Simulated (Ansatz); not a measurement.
MgO (rock salt, space group No. 225), r²SCAN (plane waves, PAW; program Ansatz), all energies at zero smearing, with the estimated change up to a 700 eV cutoff added, with one set of potentials and settings (totals compare only within such a set). Cell of 2 atoms (1 Mg, 1 O): -2498.328 eV.

| element | reference phase | E (eV/atom) |
|---|---|---|
| Mg | P6_3/mmc, 2 atoms in the cell | -1926.4080 |
| O | C2/m, 4 atoms in the cell, spin-polarised | -566.0346 |

Formation energy per atom, worked out: (-2498.328 − 1×(-1926.4080) − 1×(-566.0346))/2 = -2.943 eV/atom (-284 kJ per mol of atoms), at 0 K, without zero-point energy or fitted corrections.

Space group Fm-3m (rock salt). Symmetry was held in the r²SCAN relaxation. The volume moved by -16 % from the start of the relaxation. The references are the lowest solids computed at this level, not always the standard phases (solids in place of the gases).

Potentials: the earlier of the program's two PAW sets.
